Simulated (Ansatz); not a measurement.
An element in the bcc structure gives these cold pressures by all-electron LAPW under LDA (Ansatz 0.2.0, scalar-relativistic, no spin polarisation).

```json
{"V (Å³/atom)": "15.40", "P (GPa)": "0.01"}
{"V (Å³/atom)": "13.86", "P (GPa)": "43.7"}
{"V (Å³/atom)": "12.32", "P (GPa)": "117.3"}
{"V (Å³/atom)": "10.78", "P (GPa)": "243.8"}
{"V (Å³/atom)": "9.24", "P (GPa)": "470.0"}
{"V (Å³/atom)": "7.70", "P (GPa)": "913.3"}
{"V (Å³/atom)": "6.16", "P (GPa)": "1875"}
```

Q: Which element is it?

A: W. Its zero-pressure volume in this structure is near 15.4 Å³/atom; the volume and the steepness of P(V) together point to it, though neighbours can come close. Other candidates weren't computed, and some may come near.
